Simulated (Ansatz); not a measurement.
## Property card for Al$_{2}$P$_{3}$

Level of theory: Ansatz 0.2.0, DFT PBE, scalar-relativistic, plane waves, PAW.

Settings: cutoff 420 eV, Γ-centred mesh 12×8×8 on the computed 5-atom cell, Gaussian smearing of 0.10 eV; no spin polarisation.

The structure is relaxed at this level of theory with its symmetry kept, and needn't be the ground state of this composition.

```cif
data_structure
_symmetry_space_group_name_H-M 'Amm2'
_symmetry_Int_Tables_number 38
_cell_length_a 3.2192
_cell_length_b 11.1408
_cell_length_c 5.0570
_cell_angle_alpha 90.000
_cell_angle_beta 90.000
_cell_angle_gamma 90.000
_cell_volume 181.37
loop_
_atom_site_label
_atom_site_type_symbol
_atom_site_symmetry_multiplicity
_atom_site_Wyckoff_symbol
_atom_site_fract_x
_atom_site_fract_y
_atom_site_fract_z
_atom_site_occupancy
Al1 Al 4 e 0.50000 0.63916 0.47809 1
P1 P 4 e 0.50000 0.64647 0.00135 1
P2 P 2 a 0.00000 0.00000 0.17464 1
```

| Item | Value |
| --- | --- |
| Space group | Amm2 (No. 38) |
| Volume per atom | 18.14 Å³ |
| Formation energy from the elements' standard states (uncorrected) | +0.166 eV/atom |
| Kohn–Sham band gap | none (metal) |
| Density of states at the Fermi level | 2.6 states/eV per cell |
| Orbital (Löwdin) character within 0.5 eV of the Fermi level | P 3p 71 %, Al 3p 13 %, P 3s 7 %, unprojected 5 % |
| Bader charge by site (e) | Al (2 in the cell) 1.94, P (2 in the cell) -1.14, P (1 in the cell) -1.59 |

Another cell of Al2P3 relaxed alike, in Pmmn, lies 0.36 eV/atom lower, so this cell isn't the stable form at this level.

The cell was found from a structure generator's guess, not taken from experiment. Löwdin shares on free-atom orbitals overweight diffuse shells.
